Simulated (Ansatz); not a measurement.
A relaxed cell of CsC₁₆ is given with its symmetry left out. The cell was found from a structure generator's guess, not taken from experiment.

These are results of DFT PBE+D3(BJ), scalar-relativistic, plane waves, PAW in Ansatz 0.2.0, not measurements. Cutoff 420 eV, Γ-centred mesh, Gaussian smearing, no spin polarisation.

```cif
data_structure
_symmetry_space_group_name_H-M 'P 1'
_symmetry_Int_Tables_number 1
_cell_length_a 4.9441
_cell_length_b 4.9441
_cell_length_c 9.4737
_cell_angle_alpha 90.000
_cell_angle_beta 90.000
_cell_angle_gamma 120.000
_cell_volume 200.55
loop_
_atom_site_label
_atom_site_type_symbol
_atom_site_fract_x
_atom_site_fract_y
_atom_site_fract_z
_atom_site_occupancy
Cs1 Cs 0.00000 0.00000 0.00000 1
C1 C 0.33326 0.16663 0.68190 1
C2 C 0.33333 0.66667 0.68363 1
C3 C 0.83337 0.16663 0.68190 1
C4 C 0.83337 0.66674 0.68190 1
C5 C 0.16663 0.33326 0.68190 1
C6 C 0.16663 0.83337 0.68190 1
C7 C 0.66667 0.33333 0.68363 1
C8 C 0.66674 0.83337 0.68190 1
C9 C 0.33326 0.16663 0.31810 1
C10 C 0.33333 0.66667 0.31637 1
C11 C 0.83337 0.16663 0.31810 1
C12 C 0.83337 0.66674 0.31810 1
C13 C 0.16663 0.33326 0.31810 1
C14 C 0.16663 0.83337 0.31810 1
C15 C 0.66667 0.33333 0.31637 1
C16 C 0.66674 0.83337 0.31810 1
```

Energies over the elements count from the elements' standard structures at the same level, with no fitted energy shifts.

Q: What space group does it have?

A: P6/mmm (No. 191). Conventional cell: a = 4.944 Å, c = 9.474 Å. Cs has 12 C at 3.33 Å and 12 C at 4.14 Å; C on a site of symmetry m has 3 C at 1.43 Å, 6 C at 2.47 Å, 3 C at 2.85 Å and 1 Cs at 3.33 Å; C on a site of symmetry 3m is surrounded by 3 C at 1.43 Å.

Q: What is its formation energy per atom?

A: −0.01 eV/atom. The formation energy is too near zero to say whether this cell lies below the elements.

Q: Is it a metal?

A: Yes, bands cross the Fermi level on the 12×12×4 mesh.

The last run used a 12×12×4 mesh (in the run's order of axes) for its 17-atom cell and Gaussian smearing of 0.10 eV. For metals, differences of a few meV/atom aren't resolved. An odd number of electrons in the primitive cell allows no gap without spin; a larger cell or a magnetic state could open one. Symmetry constrained the relaxation, so the result can be a saddle point.
